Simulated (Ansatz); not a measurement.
**Formation energy of NbTe in the zincblende structure**

The computed numbers are results of r²SCAN, scalar-relativistic (collinear spin) in the plane-wave PAW code Ansatz at 500 eV, Γ-centred 10×10×10 mesh, 0.05 eV Gaussian smearing. The datasets are Ansatz's generated set soft_2.

The start was a prototype's sites filled with these elements, not a measured cell.

The structure is cubic, space group F-43m (No. 216). Conventional cell: a = 6.365 Å, b = 6.365 Å, c = 6.365 Å, α = 90.00°, β = 90.00°, γ = 90.00°. Nb (site symmetry -43m) has 4 Te at 2.76 Å as nearest neighbours. Around Te (site symmetry -43m) lie 4 Nb at 2.76 Å. (Shells end 15 % past the nearest neighbour.)

The elements were computed in their standard states with the same datasets, cutoff and functional. The compound's run is ferromagnetic, with site spin moments Nb 1.61; Te -0.06 μB. Absolute energies hang on the potentials; compare differences alone.

Energy of the relaxed cell (2 atoms, smearing extrapolated to zero): -11557.843 eV. Elements, in eV/atom: Nb -4563.629, Te -6994.823.

Problem. What is the formation energy?

Solution. [-11557.843 − (1 × -4563.629 + 1 × -6994.823)] / 2 = 0.30 eV/atom, or 29 kJ per mole of atoms.

The value is for 0 K, without zero-point energy. A positive value means that this structure is unstable even against the elements at this level.

Scalar-relativistic only: spin–orbit splittings of the heavy atoms' levels are missing. The run wasn't fully tested for a lower electronic state. Site moments are of spin, integrated over atomic spheres. The moments were started parallel, and the real magnetic order may be another.
